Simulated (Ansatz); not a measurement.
F:
```cif
data_F8
_chemical_formula_sum 'F8'
_space_group_name_H-M_alt 'C2/c'
_space_group_IT_number 15
_space_group_name_Hall '-C 2yc'
_cell_length_a 5.05910
_cell_length_b 3.31368
_cell_length_c 6.61643
_cell_angle_alpha 90.000
_cell_angle_beta 92.149
_cell_angle_gamma 90.000
loop_
_atom_site_label
_atom_site_type_symbol
_atom_site_symmetry_multiplicity
_atom_site_Wyckoff_symbol
_atom_site_fract_x
_atom_site_fract_y
_atom_site_fract_z
_atom_site_occupancy
F1 F 8 f 0.25331 0.34243 0.09519 1
```
(The calculation used a cell of 4 atoms; values per cell refer to that cell.)

Relaxed with r²SCAN+D4.

**Question.** Which orbitals make up the states near the band edges in DFT-r²SCAN+D4 in the program Ansatz with PAW potentials?

**Answer.** Top 1 eV of the valence band: F 2p 100 %. Bottom 1 eV of the conduction band: F 2p 95 %. Projections are on Löwdin-orthogonalised atomic valence shells; empty p or d shells of many metals are not among them.

**Question.** Tabulate the density of states.

**Answer.** States/eV per cell of 4 atoms, in 0.25 eV bins, energy from the valence-band maximum.

```csv
E (eV),total,F 2p,F 2s
-6.75,0.00,0.00,0.00
-6.50,2.59,2.38,0.18
-6.25,6.64,6.08,0.51
-6.00,5.18,4.70,0.44
-5.75,1.59,1.43,0.14
-5.50,0.00,0.00,0.00
-5.25,0.00,0.00,0.00
-5.00,0.00,0.00,0.00
-4.75,0.08,0.08,0.00
-4.50,1.65,1.64,0.00
-4.25,7.73,7.69,0.02
-4.00,4.36,4.33,0.01
-3.75,7.27,7.24,0.01
-3.50,9.46,9.44,0.01
-3.25,1.46,1.46,0.00
-3.00,0.00,0.00,0.00
-2.75,0.00,0.00,0.00
-2.50,0.00,0.00,0.00
-2.25,0.00,0.00,0.00
-2.00,0.00,0.00,0.00
-1.75,0.00,0.00,0.00
-1.50,0.00,0.00,0.00
-1.25,0.00,0.00,0.00
-1.00,0.00,0.00,0.00
-0.75,0.70,0.70,0.00
-0.50,9.29,9.28,0.01
-0.25,13.91,13.89,0.01
0.00,8.10,8.09,0.00
0.25,0.00,0.00,0.00
0.50,0.00,0.00,0.00
0.75,0.00,0.00,0.00
1.00,0.00,0.00,0.00
1.25,0.00,0.00,0.00
1.50,0.00,0.00,0.00
1.75,0.00,0.00,0.00
2.00,0.00,0.00,0.00
2.25,0.00,0.00,0.00
2.50,0.00,0.00,0.00
2.75,0.00,0.00,0.00
3.00,0.00,0.00,0.00
3.25,0.00,0.00,0.00
3.50,0.00,0.00,0.00
3.75,0.00,0.00,0.00
4.00,0.84,0.79,0.05
4.25,3.51,3.31,0.19
4.50,6.98,6.61,0.33
4.75,4.28,4.07,0.18
5.00,0.39,0.38,0.02
5.25,0.00,0.00,0.00
5.50,0.00,0.00,0.00
5.75,0.00,0.00,0.00
6.00,0.00,0.00,0.00
6.25,0.00,0.00,0.00
6.50,0.00,0.00,0.00
6.75,0.00,0.00,0.00
7.00,0.00,0.00,0.00
7.25,0.00,0.00,0.00
7.50,0.00,0.00,0.00
7.75,0.00,0.00,0.00
8.00,0.00,0.00,0.00
8.25,0.00,0.00,0.00
8.50,0.00,0.00,0.00
8.75,0.00,0.00,0.00
```

The cell was relaxed with r²SCAN+D4 under the symmetry of its start. The substance is a gas or liquid at ambient conditions; this is its low-temperature solid.

Potentials: the later of the program's two PAW sets.
